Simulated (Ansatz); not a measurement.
CoSn (CoSn type, space group P6/mmm)

```
CELL_PARAMETERS angstrom
      5.29373     0.00000     0.00000
     -2.64687     4.58451     0.00000
      0.00000     0.00000     4.23470
ATOMIC_POSITIONS crystal
  Co 0.50000 0.00000 0.00000
  Co 0.50000 0.50000 0.00000
  Co 0.00000 0.50000 0.00000
  Sn 0.00000 0.00000 0.00000
  Sn 0.33333 0.66667 0.50000
  Sn 0.66667 0.33333 0.50000
```

In this cell atom 1 (Co, nearest neighbour Sn at 2.611 Å; its periodic images, 4.2 Å or more away, move with it) is moved by s along Cartesian [110], unit vector (0.707, 0.707, 0.000); all other atoms and the cell stay fixed.

These are PBE (plane waves to 420 eV, PAW, scalar-relativistic; Ansatz, an electronic-structure program) values and carry that method's errors. k mesh 8×8×9 (Γ-centred), Fermi-Dirac smearing 0.05 eV. E stands for the smeared free energy. With partly filled bands, energies and forces of such displacements shift with the k mesh and the smearing. CoSn is run without spin polarisation. CoSn was relaxed with its symmetry unable to fall. The PAW data are Ansatz's earlier set. ΔE is measured from the undisplaced structure.

The scan covers s from -0.260 to 0.260 Å in 11 points.

Q: Is the energy the same for equal positive and negative displacements?

A: Even: the same for both signs. With its periodic images moving along, the atom's site symmetry in this cell is mmm.

Q: What is the force constant k = d²E/ds² of this move at s = 0?

A: 7.48 eV/Å².

(A displaced cell: forces are minus the slopes of the energy, force constants its curvatures, and phonons follow from these.)
